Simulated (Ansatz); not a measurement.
Start of a relaxation of Ba2Yb2Si:

```
CELL_PARAMETERS angstrom
-2.43401 2.43401 5.66707
2.43401 -2.43401 5.66707
2.43401 2.43401 -5.66707
ATOMIC_POSITIONS crystal
Ba 0.75000 0.25000 0.50000
Ba 0.25000 0.75000 0.50000
Yb 0.37100 0.37100 0.00000
Yb 0.62900 0.62900 0.00000
Si 0.00000 0.00000 0.00000
```

The calculation used DFT PBE, scalar-relativistic, plane waves, PAW in Ansatz. Cutoff 420 eV, Gaussian smearing, Γ-centred meshes. Cell and atoms relax first on a coarse mesh and then on a finer one. In between, the cell is made exact in the group found at 0.06 Å. In metals the finer mesh still leaves noise of several meV/atom or more. The steps can't lower the symmetry of their start. No spin polarisation in the relaxation; trial moments died out in a coarse test.

A guess keeps its type if space group and coordination stay and the shape of the cell changes little (axis ratios within about 15 %, angles within 6°); the volume may change.

Problem. Does it keep its structure type, or change into something else?

Solution. It doesn't keep its type. The symmetry stays I4/mmm (No. 139). The volume per atom grows by 40.7 %, from 26.9 to 37.8 Å³. The shortest distance goes from 2.79 Å (Ba–Yb) to 3.04 Å (Yb–Yb). The ratio c/a of the conventional cell changes by a factor of 1.91. Counting neighbours within 15 % of an atom's shortest distance, the start has Ba 4, Si 18, Yb 5 and the end Ba 4, Si 8, Yb 5. In detail, at the end Ba is surrounded by 4 Ba at 3.11 Å, 4 Yb at 4.02 Å and 4 Ba at 4.40 Å; Yb has 1 Yb at 3.04 Å, 4 Si at 3.46 Å and 4 Ba at 4.02 Å; around Si lie 8 Yb at 3.46 Å.

```yaml
crystal:
  lattice:
    - [-2.19787, 2.19787, 9.77613]
    - [2.19787, -2.19787, 9.77613]
    - [2.19787, 2.19787, -9.77613]
  atoms:
    - { symbol: Ba, position: [0.75000, 0.25000, 0.50000] }
    - { symbol: Ba, position: [0.25000, 0.75000, 0.50000] }
    - { symbol: Yb, position: [0.42229, 0.42229, 0.00000] }
    - { symbol: Yb, position: [0.57771, 0.57771, 0.00000] }
    - { symbol: Si, position: [0.00000, 0.00000, 0.00000] }
```

Formation energies are uncorrected and refer to the elements' standard structures at the same level.

Problem. At what energy does it end?

Solution. +0.58 eV/atom. The separate elements lie lower, so it is unstable against them.

The last run used a 12×12×12 mesh for its 5-atom cell and Gaussian smearing of 0.10 eV. The 4f shell of Yb is treated without a Hubbard U. Trial moments died out on the coarse mesh, so the last step has no spin; another magnetic start might hold. Symmetry constrained the relaxation, so the result can be a saddle point. Another cell of Ba2Yb2Si relaxed alike, in P-3m1, lies 0.37 eV/atom lower, so this cell isn't the stable form at this level.
